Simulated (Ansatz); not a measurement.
The cell below belongs to a search over invented structures; it isn't taken from experiment.

Input and command of a plane-wave DFT calculation in Ansatz:

```yaml
crystal:
  lattice:
    - [2.85449708, 0.0, 0.0]
    - [0.0, 2.85449708, 0.0]
    - [0.0, 0.0, 12.09155772]
  atoms:
    - { symbol: Ta, position: [0.5, 0.5, 0.33448228] }
    - { symbol: Ta, position: [0.5, 0.5, 0.66551772] }
    - { symbol: Ta, position: [0.0, 0.0, 0.1759868] }
    - { symbol: Ta, position: [0.0, 0.0, 0.8240132] }
    - { symbol: Ta, position: [0.0, 0.0, 0.5] }
    - { symbol: O, position: [0.5, 0.5, 0.0] }
basis:
  ecutwfc: 420
kpoints:
  mp_grid: { grid: [6, 6, 2] }
hamiltonian:
  xc: pbe
scf:
  occupations: { method: gaussian, width: 0.1 }
  lower_state_search: "off"
output:
  forces: true
  stress: true
  eigenvalues: true
relax:
  adjacent_minimum: "off"
  f_tol: 0.04
  max_steps: 70
  cell: { stress_tol: 0.4 }
```

```bash
ansatz run input.yaml --threads 1 --pin off --max-ram 2560MiB --backend cpu --events-out ev --progress --plain --runs-dir out
```

Processor: AMD EPYC (Zen 3), 1 thread, on a host shared with other jobs.

Estimate time, memory and problem size.

About 95 s, peak memory 0.41 GiB. It solves 43 bands at 20 k points (after reduction by symmetry) with about 1917 plane waves (on the last cell), in 61 SCF iterations over 8 ionic steps.
